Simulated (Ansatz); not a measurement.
Stability checks on a candidate for SrC8

The structure comes from a generated guess, relaxed at this level; another structure or a mixture of phases may lie lower.

Level of theory: Ansatz 0.2.0, DFT PBE, scalar-relativistic, plane waves, PAW. Plane waves to 420 eV, a 9×9×8 mesh through Γ for the 9-atom cell and 0.10 eV Gaussian smearing; no spin polarisation.

```yaml
crystal:
  lattice:
    - [4.99681, 0.00000, 0.00000]
    - [-2.49841, 4.32736, 0.00000]
    - [0.00000, 0.00000, 4.88550]
  atoms:
    - { symbol: Sr, position: [0.00000, 0.00000, 0.50000] }
    - { symbol: C, position: [0.16718, 0.33436, 0.00000] }
    - { symbol: C, position: [0.83282, 0.16718, 0.00000] }
    - { symbol: C, position: [0.33436, 0.16718, 0.00000] }
    - { symbol: C, position: [0.66564, 0.83282, 0.00000] }
    - { symbol: C, position: [0.16718, 0.83282, 0.00000] }
    - { symbol: C, position: [0.83282, 0.66564, 0.00000] }
    - { symbol: C, position: [0.33333, 0.66667, 0.00000] }
    - { symbol: C, position: [0.66667, 0.33333, 0.00000] }
```

The zero of energy is the elements' standard structures at the same level; no fitted shifts are applied.

Problem. These tests were run: energy against the elements; random kick, then relaxation without symmetry; phonons at Γ. What do they show?

Solution.

| test | result |
| --- | --- |
| energy against the elements | −0.03 eV/atom |
| random kick, then relaxation without symmetry | returns |
| phonons at Γ | lowest optical mode 98 cm⁻¹ |

It fails none of these tests outright. Whether a mixture of other phases lies lower isn't tested here. Phonons away from Γ weren't computed. Undecided within the accuracy: energy against the elements.

The k mesh leaves some 4 meV/atom of noise in the energy of each metallic cell. The reference form of C is held partly by dispersion forces, which this level lacks. The kick test ran on a coarse mesh. The run for the phonons used a 9×9×8 k mesh and Fermi–Dirac smearing of 0.15 eV.
